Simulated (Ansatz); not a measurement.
Cold compression of Pb (fcc type)

```
CELL_PARAMETERS angstrom
0.00000 2.52027 2.52027
2.52027 0.00000 2.52027
2.52027 2.52027 0.00000
ATOMIC_POSITIONS crystal
Pb 0.00000 0.00000 0.00000
```

The base cell comes from a relaxation on PAW files under the same functional.

Its volume is scaled at fixed shape and fractional positions.

All numbers are PBE results (scalar-relativistic) from Ansatz 0.2.0, with a Γ-centred 14×14×14 k mesh, Fermi–Dirac smearing of 0.05 eV, no spin polarisation. Methods: LAPW: all electrons, basis error target 1 meV/atom; PAW: frozen-core files, cutoff 420 eV; crystal datasets: all electrons, by PAW datasets that the program makes for each cell; norm-conserving: pseudopotentials, cutoff 850 eV; PAW (partial waves polarizable): frozen-core files, cutoff 420 eV.

Energies are extrapolated to zero smearing and count from the unscaled cell; pressure is positive in compression; gaps take the mesh and a band path. No temperature or zero-point motion is included.

Spin–orbit coupling is left out, which matters for the heavy atoms. The structure type is held throughout; the real material can change phase at far lower pressure.

```csv
V/V0,V (Å³/atom),P LAPW (GPa),ΔE LAPW (eV/atom),P PAW − LAPW (GPa),ΔE PAW − LAPW (meV/atom)
1.00,32.02,0.02,0.000,-0.01,0.0
0.88,28.17,6.95,0.073,-0.01,-0.2
0.78,24.97,18.09,0.313,-0.01,-0.3
0.68,21.77,39.1,0.861,-0.01,-0.6
0.58,18.57,81.6,2.016,0.02,-0.5
0.50,16.01,?,?,?,?
0.43,13.77,266.0,6.624,0.36,3.8
```

(1) Fit the Vinet equation to the LAPW pressures shown (residuals weighted by 1/(|P| + 0.03·Pmax)), and predict the pressure of the withheld row.

(2) At the smallest volume, how far do crystal datasets and norm-conserving and PAW (partial waves polarizable) lie from LAPW in pressure?

(3) How do the Löwdin populations by LAPW change from the unscaled cell to the last row?

Results:

(1) The fit gives V0 = 32.10 Å³/atom, B0 = 35.6 GPa and B0′ = 5.71. At 16.01 Å³/atom, x = (V/V0)^(1/3) = 0.7930, and P = 3·B0·(1 − x)/x²·exp[1.5·(B0′ − 1)·(1 − x)] = 151.7 GPa. The run itself gave 149.9 GPa (+1.2 % off) and ΔE = 3.804 eV/atom.

(2) crystal datasets: 0.00 GPa; norm-conserving: +1.30 GPa; PAW (partial waves polarizable): +0.36 GPa, on a LAPW pressure of 266.0 GPa.

(3) Pb 6s 1.84 → 1.55, Pb 6p 2.16 → 2.51, Pb 5d 9.99 → 9.94 electrons an atom. These are projections on the shells that the free atoms fill; 0.02 e a cell lies outside them at the start and 0.06 e at the end.
